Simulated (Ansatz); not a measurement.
Level of theory: DFT PBE, scalar-relativistic, plane waves, PAW in Ansatz. Settings: cutoff 420 eV, Γ-centred meshes spaced at most about 0.3 Å⁻¹, and about 0.25 Å⁻¹ or finer for metals (2π included), Gaussian smearing. No spin polarisation in the final relaxations.

All energies are static (0 K, no zero-point motion). All come from trial cells, and lower structures may exist.

Question: Order these relaxed structures of BaAg2F6 by energy, lowest first, with the energy over the lowest of them.
1.

Space group Fm-3m (No. 225). a = 8.702 Å, b = 8.702 Å, c = 8.702 Å, α = 90.00°, β = 90.00°, γ = 90.00°
| atom | site | symmetry | x | y | z |
| --- | --- | --- | --- | --- | --- |
| Ba | 4b | m-3m | 0.5000 | 0.0000 | 0.0000 |
| Ag | 8c | -43m | 0.2500 | 0.2500 | 0.7500 |
| F | 24d | m.mm | 0.2500 | 0.2500 | 0.0000 |

2.

Space group P1 (No. 1). a = 6.086 Å, b = 6.138 Å, c = 6.167 Å, α = 61.38°, β = 60.49°, γ = 60.57°
```
atom  site  symmetry       x       y       z
  Ba    1a         1  0.4915  0.4796  0.5202
  Ag    1a         1  0.2485  0.2513  0.2499
  Ag    1a         1  0.7522  0.7497  0.7486
   F    1a         1  0.5420  0.0611  0.4291
   F    1a         1  0.9266  0.4637  0.1014
   F    1a         1  0.4694  0.5573  0.9261
   F    1a         1  0.4901  0.0447  0.9516
   F    1a         1  0.0601  0.9164  0.5464
   F    1a         1  0.0196  0.4761  0.5267
```

Answer: 2 (0 meV/atom), 1 (24 meV/atom). Forms: 2 P1; 1 Fm-3m. Counting F atoms around Ag and Ba (those within 1.25 times the shortest such distance or 1.15 times the sum of covalent radii, 1.27 where that leaves under three; a plus sign parts nearer from farther groups): cell 2 has Ba 6+1, Ag 6; cell 1 has Ba 12, Ag 6.

Cells relaxed within their symmetry can be saddle points. The P1 cell of BaAg2F6 came from shaking the Fm-3m one. Some types were kept out of the candidates beforehand, so the set may lack a known form.
